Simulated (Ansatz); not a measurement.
Input:

Ta$_{3}$Ru:
```xyz
4
Lattice="0.0000 3.1722 3.1722 3.1722 0.0000 3.1722 3.1722 3.1722 0.0000" Properties=species:S:1:pos:R:3 pbc="T T T"
Ta     1.5861     1.5861     1.5861
Ta     4.7582     4.7582     4.7582
Ta     3.1722     3.1722     3.1722
Ru     0.0000     0.0000     0.0000
```

This is the LDA-relaxed structure.

Problem. All from LDA in the plane-wave PAW code Ansatz, unless another level is named. Estimate the formation energy from the elements (no fitted shifts).

Solution. -0.22 eV/atom.

Problem. And the density of states at the Fermi level?

Solution. 0.53 states/eV per atom (mean over ±0.08 eV).

Space group Fm-3m. The workflow started from a Materials Project entry (that database holds measured and hypothetical structures alike); the Crystallography Open Database copy checked does not list it. With Ta and Ru taken as one species the cell has the higher symmetry Im-3m, so it may be an ordered model of a mixed-site phase. Its standing as an ambient phase is unchecked. Symmetry was held in the LDA relaxation; whether a distortion lowers the energy is not shown. The run is not spin-polarised. The references are the lowest solids computed at this level, not always the standard phases. Scalar-relativistic: spin–orbit coupling is off unless named, which matters more the heavier the elements.

Potentials: the later of the program's two PAW sets.
